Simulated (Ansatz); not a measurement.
Below is a relaxed structure of LiW₃N₃. The cell was found from a structure generator's guess, not taken from experiment.

Computed with Ansatz, DFT PBE, scalar-relativistic, plane waves, PAW. Cutoff 420 eV, Γ-centred mesh, Gaussian smearing, no spin polarisation.

```
Li W N
1.0
     4.17281    0.00000    0.00000
     0.00000    4.17281    0.00000
     0.00000    0.00000    4.17281
Li W N
1 3 3
Direct
  0.00000 0.00000 0.00000
  0.00000 0.50000 0.50000
  0.50000 0.00000 0.50000
  0.50000 0.50000 0.00000
  0.50000 0.00000 0.00000
  0.00000 0.50000 0.00000
  0.00000 0.00000 0.50000
```

The zero of energy is the elements' standard structures at the same level (N₂ as a molecule); no fitted shifts are applied.

Question: What space group does it have?

Answer: Pm-3m (No. 221). Conventional cell: a = 4.173 Å. Li has 6 N at 2.09 Å and 12 W at 2.95 Å; around W lie 4 N at 2.09 Å, 4 Li at 2.95 Å and 8 W at 2.95 Å; N is surrounded by 2 Li at 2.09 Å and 4 W at 2.09 Å.

Question: What is its formation energy per atom?

Answer: −0.54 eV/atom. A negative formation energy is needed for stability but isn't enough: competing phases decide.

Question: Is it a metal?

Answer: Yes, bands cross the Fermi level on the 10×10×10 mesh.

The last run used a 10×10×10 mesh for its 7-atom cell and Gaussian smearing of 0.10 eV. These runs have no spin–orbit coupling, which can matter for W. A later test with randomly moved atoms came back to the same energy, though modes that don't fit the test's cell weren't probed.
